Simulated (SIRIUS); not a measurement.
SIRIUS run on CdS (P1, 8 atoms in the cell; from Materials Project mp-672, changed as shown): self-consistent single point.

Method: LDA (PW92), GBRV LDA ultrasoft pseudopotentials (plane waves; SIRIUS).

The change in words: atoms moved at random. Reference geometry (P6_3mc):
```
CELL_PARAMETERS angstrom
      4.16884     0.00000     0.00000
      0.00000     7.22064     0.00000
      0.00000     0.00000     6.77962
ATOMIC_POSITIONS crystal
  Cd 0.50000 0.16667 0.50022
  Cd 0.00000 0.33333 0.00022
  Cd 0.00000 0.66667 0.50022
  Cd 0.50000 0.83333 0.00022
  S  0.50000 0.16667 0.87678
  S  0.00000 0.33333 0.37678
  S  0.00000 0.66667 0.87678
  S  0.50000 0.83333 0.37678
```

Reference input (self-consistent single point, DFT, LDA (PW92), plane waves, GBRV LDA ultrasoft pseudopotentials): parameters.ngridk = 6 4 4; parameters.xc_functionals = [XC_LDA_X, XC_LDA_C_PW]; parameters.gk_cutoff = 6.325 1/bohr; parameters.pw_cutoff = 14.143 1/bohr; parameters.smearing = fermi_dirac; parameters.smearing_width = 0.00183747 Ha; potentials = GBRV LDA ultrasoft pseudopotentials; parameters.electronic_structure_method = pseudopotential; parameters.num_bands = 43; parameters.num_mag_dims = 0; parameters.num_dft_iter = 100; parameters.energy_tol = 1e-07 Ha. This run's input differs from it in these lines:

```diff
@@ -44,12 +44,12 @@
       "Cd": [
-        [0.5, 0.166667, 0.50022],
-        [0.0, 0.333333, 0.00022],
-        [0.0, 0.666667, 0.50022],
-        [0.5, 0.833333, 0.00022]
+        [0.501199, 0.167581, 0.500746],
+        [0.004833, 0.337819, 0.00061],
+        [-0.006397, 0.666294, 0.501472],
+        [0.507157, 0.8366, -0.006058]
       ],
       "S": [
-        [0.5, 0.166667, 0.87678],
-        [0.0, 0.333333, 0.37678],
-        [0.0, 0.666667, 0.87678],
-        [0.5, 0.833333, 0.37678]
+        [0.497132, 0.161105, 0.867836],
+        [-0.002437, 0.334261, 0.377961],
+        [-0.007813, 0.665381, 0.882768],
+        [0.506326, 0.830958, 0.382664]
       ]
```

Output, abridged:

```
[find] density tolerance         : 1e-06
[find] total energy tolerance    : 1e-07
[find] iter_solver_tol (initial) : 0.01
[find] iter_solver_tol (target)  : 1e-13
[find] num_dft_iter              : 100
Charges and magnetic moments
--------------------------------------------------------------------------------
total charge          : 72.000000
[find] | SCF iteration   0 out of 100|
[diagonalize] iterative solver tolerance (occupied, empty): 0.01 0.01
[diagonalize] average number of iterations: 2
[find] Charges and magnetic moments
[find] total charge          : 72.000000
[find] Energy
[find] smearing (-TS)                 :      -0.00000001
   [... lines left out ...]

[find] Charges and magnetic moments
[find] total charge          : 72.000000
[find] Energy
[find] smearing (-TS)                 :      -0.00000029
[find] Total energy                   :    -277.41671101 (Ha),    -554.83342201 (Ry)
[find] Free energy (E-TS)             :    -277.41671130 (Ha),    -554.83342259 (Ry)
[find] band gap (eV)                  :       0.84016712
[find] Efermi                         :       0.20030866
[find] iteration : 28, RMS (target) : 6.6098e-07 (1.0000e-06) , energy difference (target) : -2.1917e-09 (1.0000e-07)
[find] bands are converged : false
[find] iterative solver converged : false
[find] converged after 29 SCF iterations!
[find] Charges and magnetic moments
[find] total charge          : 72.000000
[find] Energy
[find] smearing (-TS)                 :      -0.00000029
[find] Total energy                   :    -277.41671101 (Ha),    -554.83342201 (Ry)
[find] Free energy (E-TS)             :    -277.41671130 (Ha),    -554.83342259 (Ry)
[find] band gap (eV)                  :       0.84016712
[find] Efermi                         :       0.20030866
[ground_state] === stress tensor components [kbar] ===
[ground_state] === stress_total ===
[ground_state]    39.025078    5.097607    0.867018
[ground_state]     5.097607   32.719285    3.089804
[ground_state]     0.867018    3.089804   38.095367
[ground_state] ==== total Forces in Ha/bohr =====
   [... lines left out ...]
[ground_state] atom:    3, force:      -0.0054050     -0.0025557      0.0068801
[ground_state] atom:    4, force:       0.0013787      0.0079292      0.0094982
[ground_state] atom:    5, force:       0.0018867     -0.0012529     -0.0020343
[ground_state] atom:    6, force:       0.0064511      0.0013882     -0.0045045
[ground_state] atom:    7, force:      -0.0059679      0.0027527     -0.0062184
```

The run converged in 29 iterations. SIRIUS prints the stress tensor with tension positive. Against the reference run the free energy rises by 8.7 meV/atom, the pressure goes from -3.84 to -3.66 GPa, the largest force goes from 0.003 to 0.640 eV/Å and the gap on the mesh moves little (0.846 to 0.840 eV).

The structure comes from a collection of computed structures, made at another level of theory; the collection holds predicted forms beside known ones.

Cost on one core: very roughly 6 core-minutes.

The gap that the log prints is read on the run's mesh, which can miss the band edges or a crossing.
